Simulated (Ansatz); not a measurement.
Clean, relaxed (001) surface of Au, space group Cmcm (No. 63) (top face towards +c; atoms held fixed, by place in the list: 1, 2):

```
Au
1.0
     2.83986    0.00000    0.00000
    -1.41993    2.55070    0.00000
     0.00000    0.00000   26.71368
Au
5
Cartesian
  0.0000 1.7133 8.5000
  1.4199 0.8374 10.9284
  0.0402 1.7367 13.3540
  1.4239 0.8408 15.7811
  -0.0052 1.7127 18.2483
```

The calculation used DFT r2SCAN, scalar-relativistic, plane waves, PAW (Ansatz 0.2.0). Plane waves to 500 eV, a k mesh through Γ of 12×11×1 on the computed 5-atom cell and Gaussian smearing (0.10 eV); no spin polarisation. A dipole correction removes the field between periodic images along c.

E_ads counts from the clean slab and the free adsorbate (spin-polarised where it has unpaired electrons); negative means bound. With the adsorbate the cell is lengthened along c to keep the vacuum.

Task: B (atom) is put on the top face (one adsorbate per 7.2 Å²) at each of these sites and relaxed. Order them from strongest to weakest binding.
A. top (Au) at (0.33, 0.67)
B. hollow (Au-Au-Au) at (0.00, 0.00)

Result: B (-3.24 eV), A (-3.05 eV).

Each end is the local minimum or symmetric point that its start leads to. This isn't the usual crystal structure of Au.

For at least one of the starts the bottom face's work function also shifts by over 0.1 eV: the slab is too thin to screen the adsorbate, so the work functions aren't converged with thickness.

The adsorbed runs have no spin polarisation, so weakly bound open-shell ends lie too high.

Cost: 3 runs of about 39 core-minutes in all, on Intel Xeon Platinum 8259CL (Skylake/Cascade Lake) (shared hosts).